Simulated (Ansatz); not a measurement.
Input and command of a plane-wave DFT calculation in Ansatz:

```yaml
crystal:
  lattice:
    - [2.5074, 0.0, 0.0]
    - [-1.2537, 2.1714720974, 0.0]
    - [0.0, 0.0, 4.0699]
  atoms:
    - { symbol: Co, position: [0.3333333333, 0.6666666667, 0.25], spin: 3.0 }
    - { symbol: Co, position: [0.6666666667, 0.3333333333, 0.75], spin: 3.0 }
basis:
  ecutwfc: 500
kpoints:
  mp_grid: { grid: [12, 12, 4] }
hamiltonian:
  xc: r2scan
scf:
  occupations: { method: gaussian, width: 0.1 }
  lower_state_search: "off"
output:
  forces: true
  stress: true
  eigenvalues: true
  populations: true
magnetization:
  spin_polarized: true
```

```bash
ansatz run input.yaml --threads 1 --pin off --max-ram 2560MiB --backend cpu --events-out ev --progress --plain --runs-dir out
```

Processor: Arm Neoverse V2, 1 thread, on a host shared with other jobs.

Question: Estimate time, memory and problem size.

Answer: About 11 s on 1 thread of Arm Neoverse V2, on a shared host, peak memory 0.37 GiB. It solves 24 bands at 57 k points (the mesh reduced by the symmetry that the task leaves, which can be less than the crystal's) with about 573 plane waves, in 14 SCF iterations.
